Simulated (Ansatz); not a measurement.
## W (Im-3m), clamped-ion strain scan

All numbers below come from DFT r2SCAN, scalar-relativistic, plane waves, PAW (Ansatz 0.2.0). Settings: plane waves to 500 eV, k-mesh 20×20×20 (Γ-centred), Gaussian smearing 0.15 eV. Spin–orbit coupling is left out, which can shift energies with elements as heavy as these. No spin polarisation. Energies are free energies at this smearing, counted from the undisturbed cell; pressure is positive in compression.

Zero of the scan (as given, not relaxed at this level; it stands at -7.5 GPa):

```xyz
1
Lattice="-1.5973 1.5973 1.5973 1.5973 -1.5973 1.5973 1.5973 1.5973 -1.5973" Properties=species:S:1:pos:R:3 pbc="T T T"
W     0.0000    0.0000    0.0000
```

The cell is strained by ε times the Voigt pattern (1, -1, 0, 0, 0, 0) (xx, yy, zz, yz, xz, xy; engineering shear) with fractional coordinates fixed. The cell is metallic on the mesh throughout.

Problem. Over the sampled range (-0.1000 to 0.0875), is the undisturbed cell the lowest point?

Solution. Yes, every other sampled point lies higher.

The scan:

| ε | ΔE (meV/atom) |
| --- | --- |
| -0.1000 | 292.0 |
| -0.0500 | 83.1 |
| 0.0000 | 0.0 |
| 0.0125 | 5.4 |
| 0.0250 | 21.6 |
| 0.0375 | 47.8 |
| 0.0625 | 126.5 |
| 0.0750 | 177.0 |
| 0.0875 | 233.0 |